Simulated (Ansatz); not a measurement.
**Is this Zn₄SO₃ structure stable?**

It was reached by relaxing an invented guess, and it needn't be the stable form of this composition.

These are results of DFT PBE, scalar-relativistic, plane waves, PAW in Ansatz 0.2.0, not measurements. Cutoff 420 eV, Γ-centred 10×10×4 mesh (8-atom cell), Gaussian smearing of 0.01 eV, no spin polarisation.

```cif
data_structure
_symmetry_space_group_name_H-M 'P-4m2'
_symmetry_Int_Tables_number 115
_cell_length_a 3.4588
_cell_length_b 3.4588
_cell_length_c 9.3507
_cell_angle_alpha 90.000
_cell_angle_beta 90.000
_cell_angle_gamma 90.000
_cell_volume 111.87
loop_
_atom_site_label
_atom_site_type_symbol
_atom_site_symmetry_multiplicity
_atom_site_Wyckoff_symbol
_atom_site_fract_x
_atom_site_fract_y
_atom_site_fract_z
_atom_site_occupancy
Zn1 Zn 2 g 0.50000 0.00000 0.66083 1
Zn2 Zn 2 g 0.00000 0.50000 0.88834 1
S1 S 1 c 0.50000 0.50000 0.50000 1
O1 O 2 e 0.00000 0.00000 0.77614 1
O2 O 1 b 0.50000 0.50000 0.00000 1
```

The zero of energy is the elements' standard structures at the same level (O₂ as a molecule); no fitted shifts are applied.

Question: These tests were run: energy against the elements; phonons on a 2×2×1 q mesh; elastic tensor. What do they show?

Answer:

```tsv
test	result
energy against the elements	−1.202 eV/atom
phonons on a 2×2×1 q mesh	no imaginary mode on the mesh, but the interpolation dips to 38i cm⁻¹ between its points
elastic tensor	least eigenvalue 26 GPa
```

It fails none of these tests outright. Whether a mixture of other phases lies lower isn't tested here. Undecided within the accuracy: phonons on a 2×2×1 q mesh.

The reference form of S is held partly by dispersion forces, which this level lacks. The run for the phonons used a 10×10×4 k mesh. The run for the elastic tensor used a 10×10×4 k mesh.
